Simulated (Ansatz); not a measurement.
Below is a relaxed structure of Sn₃SeS₂. The cell was found from a structure generator's guess, not taken from experiment.

Level of theory: DFT PBE, scalar-relativistic, plane waves, PAW in Ansatz. Cutoff 420 eV, Γ-centred mesh, Gaussian smearing, no spin polarisation.

```cif
data_structure
_symmetry_space_group_name_H-M 'P 1'
_symmetry_Int_Tables_number 1
_cell_length_a 6.3178
_cell_length_b 6.3178
_cell_length_c 12.5508
_cell_angle_alpha 90.000
_cell_angle_beta 90.000
_cell_angle_gamma 141.420
_cell_volume 312.40
loop_
_atom_site_label
_atom_site_type_symbol
_atom_site_fract_x
_atom_site_fract_y
_atom_site_fract_z
_atom_site_occupancy
Sn1 Sn 0.37287 0.62713 0.07591 1
Sn2 Sn 0.37287 0.62713 0.42409 1
Sn3 Sn 0.36544 0.63456 0.75000 1
Sn4 Sn 0.63456 0.36544 0.25000 1
Sn5 Sn 0.62713 0.37287 0.57591 1
Sn6 Sn 0.62713 0.37287 0.92409 1
Se1 Se 0.13550 0.86450 0.75000 1
Se2 Se 0.86450 0.13550 0.25000 1
S1 S 0.15507 0.84493 0.08547 1
S2 S 0.15507 0.84493 0.41453 1
S3 S 0.84493 0.15507 0.58547 1
S4 S 0.84493 0.15507 0.91453 1
```

The zero of energy is the elements' standard structures at the same level; no fitted shifts are applied. The references include grey tin.

Problem. Find its symmetry and describe it.

Solution. Cmcm (No. 63). Conventional cell: a = 4.174 Å, b = 11.926 Å, c = 12.551 Å. Around Sn on a site of symmetry m lie 1 S at 2.60 Å, 2 S at 2.93 Å and 2 Se at 3.02 Å; around Sn on a site of symmetry m2m lie 1 Se at 2.74 Å and 4 S at 2.95 Å; Se is surrounded by 1 Sn at 2.74 Å and 4 Sn at 3.02 Å; S is surrounded by 1 Sn at 2.60 Å and 4 Sn at 2.93–2.95 Å.

Problem. How far does it lie from the elements in energy?

Solution. −0.432 eV/atom. It lies below the elements, which doesn't yet make it stable against other compounds or structures.

Problem. Is it a metal?

Solution. No, the gap on the 10×10×4 mesh is 0.23 eV.

The last run used a 10×10×4 mesh (in the run's order of axes) for its 12-atom cell and Gaussian smearing of 0.01 eV. No dispersion correction is applied, so the spacing and binding between layers, chains or molecules are poorly described. Kohn–Sham gaps at this level usually fall short of measured ones. The reference forms of S and Se are held partly by dispersion forces, which this level lacks. Small gaps are read on the mesh alone, and bands can cross between its points. A later test with randomly moved atoms came back to the same energy, though modes that don't fit the test's cell weren't probed.
